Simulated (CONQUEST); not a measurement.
A self-consistent single point of W (Im-3m, 2 atoms in the cell; from Materials Project mp-91) with CONQUEST.

Computed with LDA (PW92), numerical atomic orbitals double-zeta with polarisation (the shipped basis), PseudoDojo norm-conserving potentials made for LDA (CONQUEST 1.3).

```
W
1.0
    3.17032     0.00000     0.00000
    0.00000     3.17032     0.00000
    0.00000     0.00000     3.17032
W
2
Direct
  0.00000   0.00000   0.00000
  0.50000   0.50000   0.50000
```

Reference input (self-consistent single point, DFT, LDA (PW92), numerical atomic orbitals double-zeta with polarisation (the shipped basis), PseudoDojo norm-conserving potentials made for LDA): basis = DZP; Diag.MPMeshX, Y, Z = 5 5 5; potentials = PseudoDojo norm-conserving LDA; Grid.GridCutoff = 175 Ha; DM.SolutionMethod = diagon; Diag.kT = 0.003675 Ha; Diag.GammaCentred = true; minE.SCTolerance = 1.0e-06; SC.MaxIters = 100; SC.LinearMixingFactor = 0.3; SC.KerkerPreCondition = true; SC.KerkerFactor = 0.1 1/bohr. This run's input differs from it in these lines:

```diff
@@ -18,5 +18,5 @@
 Diag.MPMesh                    T
-Diag.MPMeshX                   5
-Diag.MPMeshY                   5
-Diag.MPMeshZ                   5
+Diag.MPMeshX                   16
+Diag.MPMeshY                   16
+Diag.MPMeshZ                   16
 Diag.GammaCentred              T
```

Log, with long lists cut:

```
    new_SC_potl: Starting.  Tolerance:  0.10000E-05

    PulayMixSC: Starting Pulay mixing, A_up =  0.300 A_dn =  0.300
    PulayMixSC: Spin non-polarised calculation.
    PulayMixSC: with Kerker preconditioning, q0 =  0.100
          Harris-Foulkes Energy            :     -4131.847642942534549 eV
          GroundState Energy (E-(1/2)TS)   :     -4131.862644668066423 eV
          Free Energy (E-TS)               :     -4131.877646393598297 eV
          DFT Total Energy                 :     -4131.153006827806166 eV
          Total number of electrons        :        28.000000000000405
   [... lines left out ...]
          Total number of electrons        :        28.000030022692172
    PulayMixSC: Pulay iteration     5 residual:              0.12648E-04
          Harris-Foulkes Energy            :     -4131.401419959765008 eV
          GroundState Energy (E-(1/2)TS)   :     -4131.418018202103667 eV
          Free Energy (E-TS)               :     -4131.434616444441417 eV
          DFT Total Energy                 :     -4131.401419914574035 eV
          Total number of electrons        :        28.000030397128320
    PulayMixSC: Pulay iteration     6 residual:              0.80329E-06
    PulayMixSC: Reached SCF tolerance of  0.80329E-06 after      6 iterations
      | Number of electrons      =        28.000030
      |* band energy as 2Tr[K.H] =      -994.371961198183385 eV
      |  screened ion-ion energy =     -2887.126448227382753 eV
      |  Ha correction           =        23.952608101917292 eV
      |  XC correction           =      -273.855942170460366 eV
      | GS Energy as E-(1/2)TS   =     -4131.418018202103667 eV
      | Free Energy as E-TS      =     -4131.434616444441417 eV
      |* Harris-Foulkes energy   =     -4131.401419959765008 eV
      |* DFT total energy        =     -4131.401419914574035 eV
      |  estimated accuracy      =        -0.000000045190964 eV

    force: Forces on atoms (eV/a0)
    force:  Atom   X              Y              Z
    force:     1   0.0000000000  -0.0000000000  -0.0000000000
    force:     2  -0.0000000000  -0.0000000000   0.0000000000

    force: Maximum force :        0.00000000(eV/a0) on atom         2 in z direction
    force: Force Residual:        0.00000000 eV/a0
    force: Total stress:          7.86334196     7.86334196     7.86334196 GPa
    force: Average pressure:     -7.86334196 GPa

    force: Finished force
    get_E_and_F: Change in energy during last step of electronic optimisation:  0.30971E-06
```

The run converged in 6 iterations. CONQUEST prints the stress tensor with tension positive. Against the reference run the free energy falls by 12.7 meV/atom and the pressure goes from -6.90 to -7.86 GPa.

The program uses no crystal symmetry, so grid and mesh can part values that symmetry would make equal. The atom-centred basis is finite, which shifts total energies and pressures against plane waves. This run is one point of a test of settings, so its values need not be converged; read them against the reference run alone. The structure comes from a collection of computed structures, made at another level of theory; the collection holds predicted forms beside known ones.

Cost on one core: around 5 core-minutes (rough).
